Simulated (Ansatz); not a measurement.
Ti3Al:
```cif
data_Al2Ti6
_chemical_formula_sum 'Al2 Ti6'
_space_group_name_H-M_alt 'P63/mmc'
_space_group_IT_number 194
_space_group_name_Hall '-P 6c 2c'
_cell_length_a 5.61646
_cell_length_b 5.61646
_cell_length_c 4.56568
_cell_angle_alpha 90.000
_cell_angle_beta 90.000
_cell_angle_gamma 120.000
loop_
_atom_site_label
_atom_site_type_symbol
_atom_site_symmetry_multiplicity
_atom_site_Wyckoff_symbol
_atom_site_fract_x
_atom_site_fract_y
_atom_site_fract_z
_atom_site_occupancy
Al1 Al 2 c 0.33333 0.66667 0.25000 1
Ti1 Ti 6 h 0.33935 0.16967 0.25000 1
```

Relaxed with LDA.

Problem. Decompose the optical modes at the zone centre into irreducible representations, and say which are infrared and Raman allowed.

Solution. Point group 6/mmm: Γ_opt = A1g + A2g + A2u + 2B1g + B1u + B2u + E1g + 2E1u + 3E2g + E2u. Infrared: A2u, E1u. Raman: A1g, E1g, E2g.

Problem. Assign frequencies (DFPT, DFT-LDA in the program Ansatz with PAW potentials).

Solution. E2g 135, E1g 158, E2g 165, B1g 179, A2g 196, E2u 226, E1u 257, A1g 262, B2u 272, B1u 285, B1g 309, A2u 310, E1u 317, E2g 329 cm⁻¹.

Subscripts of B labels follow the axes of the standard setting.

Space group P6_3/mmc. The LDA relaxation kept the symmetry of its start. The run is not spin-polarised. As this level gives no gap, phonon frequencies hold no LO–TO term and depend on the k-mesh and smearing (Fermi–Dirac, 0.1 eV here).

Potentials: the later of the program's two PAW sets.
